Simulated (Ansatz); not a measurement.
## PBE against PBE0 over 6 crystals

Computed equilibrium volume (Å³/atom) at each level. Volumes are each level's own minimum, from an equation of state or a relaxation of the cell. Space groups are those of the starting cells. Not every cell is the stable form of its formula. Spin polarisation and spin-orbit coupling are off unless named.

- PBE: Ansatz (Ansatz PAW); cutoff 420 eV; k meshes of 216 to 343 points
- PBE0: Ansatz (Ansatz PAW, made for PBE); cutoff 420 eV; k meshes of 64 to 144 points

| crystal | PBE | PBE0 |
| --- | --- | --- |
| InSb3 (Fm-3m) | 27.226 | 25.474 |
| GaGe3 (Fm-3m) | 19.270 | 19.057 |
| Cd2S (P3m1, 3 atoms) | 26.322 | 25.512 |
| In3Se (Pm-3m) | 27.486 | 27.364 |
| Sn3Se (Fm-3m) | 25.906 | 24.708 |
| PdGe3 (Pm-3m) | 17.745 | 17.140 |

Question: How do the values move from PBE?

Answer: PBE0 lies below PBE in 6 of 6 crystals, with a median shift of -3.2 % (-6.4 % for InSb3 to -0.4 % for In3Se). The figures use the values as printed. Exact exchange on meshes of this size isn't fully converged. Meshes of this size aren't converged for the metals. Columns can differ in meshes and task within a row, which adds scatter of its own.
